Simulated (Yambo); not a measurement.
One stored BSE kernel of dimension 1944 for PbTe (rock salt, space group Fm-3m, No. 225) (Yambo, PBEsol bands; 6×6×6 mesh, 3 valence and 3 conduction bands, static screening with 40 bands and a 4 Ry block, scissor 0.44 eV, Tamm-Dancoff; broadening 0.15 eV; field along x), solved in several ways.

```tsv
solver	iterations	largest change of Im ε (% of its maximum)	rough time
Haydock, threshold 2 %	4	74	within a factor of two
Haydock, threshold 0.5 %	13	18	within a factor of two
Haydock, threshold 0.1 %	28	1.6	within a factor of two
Haydock, threshold 0.005 %	54	0.1	1
SLEPc, lowest 10 states	–	no full spectrum	within a factor of two
SLEPc, lowest 60 states	–	no full spectrum	within a factor of two
full diagonalisation	–	reference	about 9×
```

Haydock gives the spectrum without eigenstates, SLEPc the lowest states alone, full diagonalisation everything at a cost that grows as the cube of the dimension. Times include reading the kernel. Times are rough ratios from shared machines. Mesh and scissor weren't tested; the rows compare only with each other.

Spin-orbit coupling is not included.

Geometry of the Materials Project entry, not relaxed at this level; primitive cell a = b = c = 4.6257 Å, α = β = γ = 60.00°.
